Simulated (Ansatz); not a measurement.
The relaxed structure here is a generated cell of MgRh: the first start was made by placing the elements on the sites of a structure type, and the end was not matched to a known phase here, so it may be hypothetical.

One starting cell of MgRh (a generated cell, MgRh built in the AFLOW prototype AB_cF8_225_a_b (B1, as in NaCl)) was relaxed twice with Ansatz (plane waves, PAW, scalar-relativistic): with PBEsol at 420 eV and with PBE at 420 eV. The PBEsol result:

```cif
data_MgRh
_chemical_formula_sum 'Rh1 Mg1'
_space_group_name_H-M_alt 'P 1'
_space_group_IT_number 1
_cell_length_a 3.60138
_cell_length_b 3.60138
_cell_length_c 3.60138
_cell_angle_alpha 60.000
_cell_angle_beta 60.000
_cell_angle_gamma 60.000
loop_
_space_group_symop_operation_xyz
  'x, y, z'
loop_
_atom_site_label
_atom_site_type_symbol
_atom_site_fract_x
_atom_site_fract_y
_atom_site_fract_z
_atom_site_occupancy
Rh1 Rh 0.00000 0.00000 0.00000 1
Mg1 Mg 0.50000 0.50000 0.50000 1
```

```
quantity                          PBEsol    PBE
--------------------------------  ------  -----
space group                        Fm-3m  Fm-3m
volume (Å³/atom)                   16.51      …
a (Å)                              5.093      …
gap (eV, no spin-orbit coupling)    0.00      …
```

Fill in the PBE column.


- volume (Å³/atom), PBE: 17.21
- a (Å), PBE: 5.163
- gap (eV, no spin-orbit coupling), PBE: 0.00

Both levels end in the same structure; PBE's volume is 4.2 % larger. Neither column is exact.

No spin polarisation in the result.

The run could not lose the symmetry of its start: the end is stationary, and may be a saddle point rather than a minimum.

All atoms sit on sites fixed by symmetry, so only the cell could relax.

Ansatz is a quantum-chemistry and plane-wave program.
